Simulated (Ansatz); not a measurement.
The calculation used Ansatz 0.2.0, DFT PBE, scalar-relativistic, plane waves, PAW. All cells share a 420 eV cutoff and Γ-centred k meshes spaced at most about 0.3 Å⁻¹ (about 0.25 or finer for metals, 2π included). Collinear spin in cells that started with moments and kept them past the coarse steps, no spin elsewhere.

Temperature and zero-point effects are left out.

Compare these two cells of TiSiTe3, each relaxed at this level.

A. (site moments Ti 0.5 μB)

```yaml
crystal:
  lattice:
    - [4.51534, 0.00000, 0.00000]
    - [-2.25767, 3.91040, 0.00000]
    - [0.00000, 0.00000, 8.05125]
  atoms:
    - { symbol: Ti, position: [0.33333, 0.66667, 0.00000] }
    - { symbol: Si, position: [0.00000, 0.00000, 0.50000] }
    - { symbol: Te, position: [0.66667, 0.33333, 0.29143] }
    - { symbol: Te, position: [0.66667, 0.33333, 0.70857] }
    - { symbol: Te, position: [0.00000, 0.00000, 0.00000] }
```

B. (no spin)

```yaml
crystal:
  lattice:
    - [7.60545, 0.00000, 0.00000]
    - [-3.80273, 6.58652, 0.00000]
    - [0.00000, 0.00000, 5.36387]
  atoms:
    - { symbol: Ti, position: [0.00000, 0.00000, 0.00000] }
    - { symbol: Ti, position: [0.00000, 0.00000, 0.50000] }
    - { symbol: Si, position: [0.33333, 0.66667, 0.75000] }
    - { symbol: Si, position: [0.66667, 0.33333, 0.25000] }
    - { symbol: Te, position: [0.18474, 0.36949, 0.25000] }
    - { symbol: Te, position: [0.81526, 0.18474, 0.75000] }
    - { symbol: Te, position: [0.63051, 0.81526, 0.25000] }
    - { symbol: Te, position: [0.81526, 0.63051, 0.75000] }
    - { symbol: Te, position: [0.18474, 0.81526, 0.25000] }
    - { symbol: Te, position: [0.36949, 0.18474, 0.75000] }
```

Task: Which is lower in energy, and by how much?

Result: B is lower, by 78 meV/atom. A has space group P-6m2 (No. 187), 28.4 Å³/atom and no gap on its mesh; B has space group P6_3/mmc (No. 194), 26.9 Å³/atom and no gap. Counting Si or Te atoms around Ti (for each partner element, those within 1.25 times its shortest distance or 1.15 times the sum of covalent radii, where it is the nearest in units of that sum or under 1.3), A has Ti 3 and B has Ti 6. Their magnetic states differ too. The denser one is the lower, and pressure would at first widen the difference. Even the lower one lies +0.16 eV/atom against the reference forms of the elements (uncorrected), so neither is stable at this level. Both come from invented guesses.

These runs have no spin–orbit coupling, which can matter for Te. The magnetic state reached may not be the lowest. Cells relaxed within their symmetry can be saddle points. Some types were kept out of the candidates beforehand, so the set may lack a known form.
